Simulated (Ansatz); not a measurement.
One crystal and one scan (energy against volume) at two levels, PBE (plane waves to 420 eV, PAW, scalar-relativistic; Ansatz, a program for electronic structure) and PBEsol (plane waves to 420 eV, PAW, scalar-relativistic; Ansatz), each from its own relaxed cell and on its own mesh.

The crystal is CdSe (zinc blende); the cell is scaled evenly about its relaxed volume V₀.

E stands for the smeared free energy. CdSe was relaxed with its symmetry unable to fall. Both scans cover V/V₀ from 0.840 to 1.160.

| quantity | run 1 | run 2 |
|---|---|---|
| Lattice constant a (Å) | 6.082 | 6.196 |
| Pressure at the smallest volume (GPa) | 13.7 | 11.7 |
| Energy cost of the largest compression (meV/atom) | 162.6 | 147.5 |
| Energy cost of the largest expansion (meV/atom) | 88.2 | 80.3 |
| Bulk modulus B₀ (third-order Birch-Murnaghan fit) (GPa) | 52.0 | 44.7 |
| Pressure for 5 % compression (fit) (GPa) | 3.0 | 2.6 |

Task: Which run is which level?

Result: Run 2 is PBE, run 1 is PBEsol. PBE gives the higher value for: lattice constant a. PBE gives the lower value for: pressure at the smallest volume; energy cost of the largest compression; energy cost of the largest expansion; bulk modulus B₀; pressure for 5 % compression. For the lattice constant a the reference is 6.077 Å (measured, room temperature or unstated; as given in arXiv:1206.3780): it holds thermal shifts, so no verdict is drawn.  Neither level is exact: the differences show how much the result hangs on the functional.

(A scan under strain: stresses follow from slopes of the energy per volume, elastic moduli from its curvatures.)
